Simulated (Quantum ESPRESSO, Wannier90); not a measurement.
## PtS$_{2}$ (CdI2 type), plane waves to Wannier functions

```
begin unit_cell_cart
ang
    3.5487400037    0.0000000000    0.0000000000
   -1.7743700019    3.0732989946    0.0000000000
    0.0000000000    0.0000000000    5.5970700000
end unit_cell_cart
begin atoms_frac
Pt   0.0000000000  0.0000000000  0.0000000000
S   -0.3333333333  0.3333333333 -0.2203400000
S    0.3333333333 -0.3333333333  0.2203400000
end atoms_frac
```

Cell from Materials Project (mp-762), symmetrised, no further relaxation. COD (Crystallography Open Database) has an entry of this formula and space group (matched by these alone). Method: PBEsol plane waves in Quantum ESPRESSO 7.5 (PseudoDojo norm-conserving files, 68 Ry, spinors with spin-orbit coupling), Bloch states on a 6×6×4 mesh through Γ, Wannier90 4.0.1. Density: 12×12×6 mesh, cold smearing 0.01 Ry. The cell is built of weakly bound layers, chains or molecules, whose nearest atoms lie 3.74 Å apart. Database cells relaxed without dispersion often hold them too far apart, which can enlarge gaps and weakens couplings between them; spacing and stacking were not compared with the measured crystal.

A tight-binding model is made by disentanglement and projection with no localisation steps (num_iter = 0), so the 22 orbitals stay atom-like: hydrogen-like Pt: d; S: p, axes along x, y, z; frozen window up to 2.53 eV relative to the valence-band maximum. It follows pw.x to 4.5 meV rms for states up to 2.0 eV relative to the valence-band maximum. Matrix elements depend on this choice of orbitals and windows.

Task: What are the on-site energies relative to the valence-band maximum, and how fast do the hoppings decay?

Result: 
```
atom                   orbitals  energy (eV)
----  -------------------------  -----------
Pt1                   dz2↑ dz2↓        -3.21
Pt1         dxz↑ dxz↓ dyz↑ dyz↓        -2.91
Pt1   dx2-y2↑ dx2-y2↓ dxy↑ dxy↓        -3.13
S2                      pz↑ pz↓        -1.86
S2              px↑ px↓ py↑ py↓        -2.35
S3                      pz↑ pz↓        -1.86
S3              px↑ px↓ py↑ py↓        -2.35
```

```json
[
 {"distance of the centres (Å)": "2–3", "largest modulus (eV)": "1.5"},
 {"distance of the centres (Å)": "3–4", "largest modulus (eV)": "0.73"},
 {"distance of the centres (Å)": "4–5", "largest modulus (eV)": "0.15"},
 {"distance of the centres (Å)": "5–6", "largest modulus (eV)": "0.052"},
 {"distance of the centres (Å)": "6–7", "largest modulus (eV)": "0.046"},
 {"distance of the centres (Å)": "7–8", "largest modulus (eV)": "0.067"},
 {"distance of the centres (Å)": "8–9", "largest modulus (eV)": "0.018"}
]
```

Effective spin-orbit constants λ of λ L·S, from the same-site elements px↑–py↑ (λ/2) and dx2-y2↑–dxy↑ (λ), where they are among the larger elements: Pt1 d 0.54 eV.
